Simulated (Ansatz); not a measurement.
**YbPPt3 single point**

input.yaml (Ansatz 0.2.0)

```yaml
crystal:
  lattice:
    - [5.63313866, 0.0, 0.0]
    - [0.0, 5.63313866, 0.0]
    - [0.0, 0.0, 5.31575555]
  atoms:
    - { symbol: Pt, position: [0.0, 0.5, 0.1451] }
    - { symbol: Pt, position: [0.5, 0.0, 0.8549] }
    - { symbol: Pt, position: [0.25, 0.25, 0.5] }
    - { symbol: Pt, position: [0.25, 0.75, 0.5] }
    - { symbol: Pt, position: [0.75, 0.75, 0.5] }
    - { symbol: Pt, position: [0.75, 0.25, 0.5] }
    - { symbol: Yb, position: [0.0, 0.0, 0.0] }
    - { symbol: Yb, position: [0.5, 0.5, 0.0] }
    - { symbol: P, position: [0.0, 0.5, 0.7211] }
    - { symbol: P, position: [0.5, 0.0, 0.2789] }
kpoints:
  mp_grid: { grid: [4, 4, 5], shift: [0, 0, 0] }
  band_path:
    path:
      - [0.0, 0.0, 0.0]
      - [0.0, 0.5, 0.0]
      - [0.5, 0.5, 0.0]
      - [0.0, 0.0, 0.0]
      - [0.0, 0.0, 0.5]
      - [0.0, 0.5, 0.5]
      - [0.5, 0.5, 0.5]
      - [0.0, 0.0, 0.5]
      - [0.0, 0.5, 0.0]
      - [0.0, 0.5, 0.5]
      - [0.5, 0.5, 0.0]
    npoints: 7
magnetization:
  spin_polarized: true
scf:
  occupations: { method: fermi_dirac, width: 0.0223 }
  lower_state_search: "off"
  max_iter: 200
hamiltonian:
  pseudopotentials: { kind: paw }
  xc: pbe
  hubbard:
    projectors: all-electron-ortho-atomic
    sites: [{ species: Yb, l: f, u: 6.29, j: 0.52 }]
basis:
  ecutwfc: 420
  fft_grid_basis: typed
output:
  forces: true
  stress: true
  eigenvalues: true
  bader: true
  populations: true
  elf: true
  write_potential: true
  volumetric_format: npy
  dos:
    e_range: [-12, 8]
    de: 0.05
    projected: { site_lists: { P: [P], Pt: [Pt], Yb: [Yb] } }
  write_density: true
checkpoint:
  read: saved_state
```

Launched with:

```sh
ansatz run input.yaml --threads 2 --pin off --max-ram 5120MiB --backend cpu --events-out ev --progress --plain --runs-dir out
```

The saved state is an earlier solution for the same cell, perhaps on another mesh. The state carries no moments; the state need not be the lowest.

Parts of the output:

```
SCF iter   1: F=—  Δρ=3.29e-3  dr2=2.68e-2  dr2_m=0.00e0  M=0.000 μB ∫|m|=0.000 μB
SCF iter   2: F=—  Δρ=2.13e-3  dr2=8.61e-3  dr2_m=0.00e0  M=0.000 μB ∫|m|=0.000 μB
SCF iter   3: F=—  Δρ=1.65e-3  dr2=3.89e-3  dr2_m=0.00e0  M=0.000 μB ∫|m|=0.000 μB
SCF iter   4: F=—  Δρ=5.09e-4  dr2=5.69e-4  dr2_m=0.00e0  M=0.000 μB ∫|m|=0.000 μB  defer=12
SCF iter   5: F=—  Δρ=8.14e-5  dr2=9.13e-5  dr2_m=0.00e0  M=0.000 μB ∫|m|=0.000 μB  defer=12
SCF iter   6: F=—  Δρ=3.37e-5  dr2=1.36e-5  dr2_m=0.00e0  M=0.000 μB ∫|m|=0.000 μB  defer=12
SCF iter   7: F=—  Δρ=1.49e-5  dr2=1.26e-6  dr2_m=0.00e0  M=0.000 μB ∫|m|=0.000 μB  defer=12
SCF iter   8: F=—  Δρ=8.24e-6  dr2=4.63e-7  dr2_m=0.00e0  M=0.000 μB ∫|m|=0.000 μB  defer=12
SCF iter   9: F=-104247.0176 eV  Δρ=1.80e-6  dr2=3.19e-8  dr2_m=0.00e0  M=0.000 μB ∫|m|=0.000 μB
Magnetization: 0.0000 μB (83.0000 up, 83.0000 down)
Absolute magnetization: 0.0000 μB (∫|ρ↑−ρ↓|)
Spin contamination: 0.0000 ħ² per cell (⟨S²⟩ above its minimum at these occupations)
Per-site moments (μB) at R_I (Å): [(0.0, 0.9297), (0.0, 0.9297), (0.0, 0.9539), (0.0, 0.9539), (0.0, 0.9539), (0.0, 0.9539), (0.0, 1.2046), (0.0, 1.2046), (0.0, 0.9297), (0.0, 0.9297)]
Free energy (F): -104247.0176 eV
Harris-Foulkes:  -104247.0176 eV  (|F-HF|=3.35e-8)
Internal energy: -104247.0073 eV  (E = F + TS)
E sigma→0 (E₀):  -104247.0125 eV
Entropy (-TS):   -0.0102 eV (-1.021 meV/atom)
Fermi energy:    19.0246 eV
--- Per-component energies (eV) ---
  E_band       = -752.5934
  E_kinetic    = 4710.9588
  E_local      = -21573.2623  (includes V_loc(G=0)·N_el)
  E_nonlocal   = 2380.2307
  E_hartree    = 8854.9406
  E_xc         = -2034.6821
  E_vxc        = -2364.5642  (∫ρ·V_xc dr)
  E_hubbard    = 0.4837  (on-site DFT+U / exact-exchange correction)
  E_vhub       = -79.3255  (the Hubbard potential's part of the band-sum identity)
  E_paw        = -72584.2799  (= ΣΔE_a)
  E_vpaw       = -1536.5287  (= ΣTr[D̂ρ^β])
  E_aug_tail   = 0.0012  (compensation charges beyond the density's cutoff)
  E_ewald      = -24001.3979
  E_smearing   = -0.0102  (= −TS)
--- Forces (eV/Å), atoms counted from 1 ---
  atom   1  Pt     0.0000     0.0000    -1.3248
  atom   2  Pt     0.0000     0.0000     1.3248
  atom   3  Pt     0.0000     0.0000     0.0000
  atom   4  Pt     0.0000     0.0000     0.0000
  atom   5  Pt     0.0000     0.0000     0.0000
  atom   6  Pt     0.0000     0.0000     0.0000
  atom   7  Yb     0.0000     0.0000     0.0000
  atom   8  Yb     0.0000     0.0000     0.0000
  atom   9  P      0.0000     0.0000     2.0671
  atom  10  P      0.0000     0.0000    -2.0671
--- Stress (GPa, compression-positive) ---
       12.9571       0.0000       0.0000
        0.0000      12.9571       0.0000
        0.0000       0.0000      11.5197
  P = ⅓ Tr σ = 12.4779 GPa (124.779 kbar)
```

Origin: a known structure type with other elements, at an estimated volume, so it need not be a known compound. Caveats: the input typed no starting moments; atoms or cell far from equilibrium.

Q: What did the run cost?

A: It took 75 s on 2 threads of Arm Neoverse V2, on a shared host, peak memory 1.9 GiB, starting from a saved density.
